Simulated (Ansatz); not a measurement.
Here is the system:

ScAl3:
Space group I4/mmm (No. 139); a = b = 4.0064 Å, c = 8.7541 Å, α = β = γ = 90.00°

| atom | site | symmetry | x | y | z |
|---|---|---|---|---|---|
| Al | 2b | 4/mmm | 0.0000 | 0.0000 | 0.5000 |
| Al | 4d | -4m2 | 0.0000 | 0.5000 | 0.2500 |
| Sc | 2a | 4/mmm | 0.0000 | 0.0000 | 0.0000 |
(The calculation used a cell of 4 atoms; values per cell refer to that cell.)

This is the r²SCAN-relaxed structure.

**Question.** All from plane-wave PAW r²SCAN (Ansatz code), unless another level is named. Predict the formation energy from the elements (no fitted shifts).

**Answer.** -0.39 eV/atom.

**Question.** And the density of states at the Fermi level?

**Answer.** 0.47 states/eV per atom (mean over ±0.08 eV).

A made-up cell: these elements were put on the sites of a structure type; the Crystallography Open Database copy checked does not list it. Whether it is the stable phase at ambient conditions was not checked. The cell was relaxed with r²SCAN under the symmetry of its start; its stability against distortions is not shown here. The run is not spin-polarised. Axis ratios of metals converge slowly with the k-mesh, so a and c are less sure than the volume. The references are the lowest solids computed at this level, not always the standard phases.

Potentials: the later of the program's two PAW sets.
